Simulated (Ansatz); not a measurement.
Notes on LaTiO$_{3}$

```yaml
crystal:
  lattice:
    - [4.08418, 0.00000, 0.00000]
    - [0.00000, 4.08418, 0.00000]
    - [0.00000, 0.00000, 4.08418]
  atoms:
    - { symbol: Ti, position: [0.00000, 0.00000, 0.00000] }
    - { symbol: O, position: [0.50000, 0.00000, 0.00000] }
    - { symbol: O, position: [0.00000, 0.50000, 0.00000] }
    - { symbol: O, position: [0.00000, 0.00000, 0.50000] }
    - { symbol: La, position: [0.50000, 0.50000, 0.50000] }
```

The numbers come from plane-wave PAW DFT (Ansatz): r2SCAN, collinear spin, 500 eV, 6×6×6 Γ-centred k points, fermi-dirac occupations (width 0.1 eV). Nothing was relaxed.

The state carries no moments; the state need not be the lowest.

Problem. How is the charge shared?

Solution. Bader charges in e: La +2.09, Ti +2.09, O -1.39. In the mean La gives up most and O takes most.

Problem. Metal or insulator?

Solution. It is a metal, with about 2.4 states/eV a cell as the mean within 0.25 eV of the Fermi level, mostly Ti d (67 %) and La f (17 %).

Problem. What is the formation energy?

Solution. -3.39 eV an atom against the elements' usual phases (free molecules for gases, crystals otherwise, with no correction for O₂ or N₂), so it is bound against them; other compounds may still compete. Relaxing would lower it.

Problem. What do density and ELF say about some of the short contacts?

Solution. Ti–O at 2.04 Å: least valence density 0.55 e/Å³ and ELF 0.15 there. La–O at 2.89 Å: least valence density 0.15 e/Å³ and ELF 0.07 there. These are pseudo-fields; inside the PAW spheres they differ from the all-electron ones.

Problem. Is the cell too large or too small?

Solution. The pressure is -17.4 GPa (compression positive), so with the atoms held at these fractions the cell would first shrink.

Origin: a known structure type with other elements, at an estimated volume, so it need not be a known compound. Caveats: correlation that this level lacks may open a gap in such a compound; an odd electron count with no moments left, so an order that this cell can't hold may lie lower; atoms or cell far from equilibrium; f levels without a U or exact exchange are poorly placed.
